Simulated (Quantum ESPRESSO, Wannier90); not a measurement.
# SrAlGe (P-6m2): Wannier90 run

```xyz
3
Lattice="4.2965 0.0000 0.0000 -2.1483 3.7209 0.0000 0.0000 0.0000 4.7790" Properties=species:S:1:pos:R:3 pbc="T T T"
Sr     0.0000     0.0000     0.0000
Al    -2.1483     1.2403     2.3895
Ge     2.1483    -1.2403     2.3895
```

Materials Project entry mp-13311; symmetrised, unrelaxed at this level. Not found in the COD (Crystallography Open Database) copy used; not checked further. Level: PBEsol, no spin polarisation, no spin-orbit coupling; pw.x of Quantum ESPRESSO at 63 Ry with PseudoDojo potentials, 6×6×6 k-points, Wannier90. Density: 12×12×6 mesh, cold smearing 0.01 Ry. Spin-orbit coupling, left out, would split the p-like bands by a few tenths of an eV.

Band 10 is isolated and gives one Wannier function a cell (Ge3 4s 56 %, Al2 3p 21 %, Al2 3s 14 %; spread 2.46 Å²). Its on-site energy is ε = -9.203 eV relative to the Fermi level, and its hoppings t(R) = t(−R) to the nearer images are (images within this range that aren't listed have |t| under 5 meV):

```csv
R (lattice vectors; −R alike),distance (Å),t (eV)
0 1 0,4.30,-0.170
1 0 0,4.30,-0.170
1 1 0,4.30,-0.170
0 0 1,4.78,-0.038
0 1 -1,6.43,-0.017
0 1 1,6.43,-0.017
1 0 -1,6.43,-0.017
1 0 1,6.43,-0.017
1 1 -1,6.43,-0.017
1 1 1,6.43,-0.017
```

Problem. Work out the band energy at Γ, M, K, A from these numbers.

Solution. For one orbital E(k) = ε + Σ_R 2 t(R) cos(2π k·R), the sum over the listed R.
- Γ, k = (0.000, 0.000, 0.000): E = -9.203 + (-0.170)·(6.00) + (-0.038)·(2.00) + (-0.017)·(12.00) = -10.50 eV; pw.x: -10.32 eV
- M, k = (0.500, 0.000, 0.000): E = -9.203 + (-0.170)·(-2.00) + (-0.038)·(2.00) + (-0.017)·(-4.00) = -8.87 eV; pw.x: -8.81 eV
- K, k = (0.333, 0.333, 0.000): E = -9.203 + (-0.170)·(-3.00) + (-0.038)·(2.00) + (-0.017)·(-6.00) = -8.67 eV; pw.x: -8.56 eV
- A, k = (0.000, 0.000, 0.500): E = -9.203 + (-0.170)·(6.00) + (-0.038)·(-2.00) + (-0.017)·(-12.00) = -9.94 eV; pw.x: -9.82 eV

At these points the listed shells miss the plane-wave band by up to 0.18 eV, of a width of 1.76 eV on the path. With all its hoppings the model misses the band by 8.7 meV at worst on the whole path, so most of the miss comes from the hoppings not listed.
